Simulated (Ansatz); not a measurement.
Cs$_{2}$AgBiBr$_{6}$ (Fm-3m) was relaxed and computed twice in Ansatz (plane waves, PAW), once with HSE06 and once with LDA.

```json
[
 {"": "cell", "run 1": "a = b = c = 10.995 Å, α = β = γ = 90.00°", "run 2": "a = b = c = 11.418 Å, α = β = γ = 90.00°"},
 {"": "gap (eV)", "run 1": "0.94", "run 2": "2.21"},
 {"": "B₀ by P(V) fit (GPa)", "run 1": "32.9", "run 2": "20.9"}
]
```

Problem. Which run used which functional?

Solution. Run 1 is LDA, run 2 is HSE06.

All cells were relaxed under the symmetry of their starts (and spin orders); stability against distortions was not tested throughout. Rows with no word on spin ran without spin polarisation. Scalar-relativistic: spin–orbit coupling is off unless named, which matters more the heavier the elements.

Potentials: the later of the program's two PAW sets.

Ansatz (a quantum-chemistry and plane-wave program) is a plane-wave DFT program.
